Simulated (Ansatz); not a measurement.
Relaxed Te (trigonal-Te type, space group P3_121):

```
CELL_PARAMETERS angstrom
      4.62355     0.00000     0.00000
     -2.31177     4.00411     0.00000
      0.00000     0.00000     5.90437
ATOMIC_POSITIONS crystal
  Te 0.25344 0.00000 0.33333
  Te 0.00000 0.25344 0.66667
  Te 0.74656 0.74656 0.00000
```

Scan: atom 2 (Te, nearest neighbour Te at 2.827 Å; its periodic images, 4.6 Å or more away, move with it) is displaced towards the nearest neighbour, direction (0.622, -0.359, -0.696) in Cartesian axes, by s. The other atoms stay.

Computed with r2SCAN (plane waves to 500 eV, PAW, scalar-relativistic; Ansatz, a first-principles code). k mesh 7×7×5 (Γ-centred), Fermi-Dirac smearing 0.05 eV. Energies are smeared free energies. Left out: 1 of 11 points, with atoms too close for the PAW data. As the smearing reaches across the gap at some points, energies and forces of such displacements shift with the k mesh and the smearing. Spin-orbit coupling is left out, though Te is heavy. Te was relaxed with its symmetry unable to fall. The PAW data are Ansatz's earlier set. The zero of ΔE is the undisplaced structure. The last digit holds for this mesh only.

```tsv
s (Å)	ΔE (meV/cell)
-0.850	687.4
-0.680	490.6
-0.510	331.5
-0.340	withheld
-0.170	60.2
0.000	0.0
0.170	95.8
0.340	492.9
0.510	1451.6
0.680	3447.9
```

Fit a polynomial form (powers 2, 3, 4) to the given rows and predict ΔE at s = -0.340.

Least squares on the 9 given rows: ΔE = (2726)·s² + (4692)·s³ + (3114)·s⁴, in meV/cell with s in Å; root-mean-square residual 42.37 meV/cell. At -0.340 the fit gives 172.3 meV/cell; the calculation gives 187.5 meV/cell, so the interpolation is off by -15.2 (-8.1 %). The quadratic term alone would give 315.1 meV/cell.

(For displaced atoms, the force is minus the slope of the energy, and its curvature is a force constant, which sets phonon frequencies.)
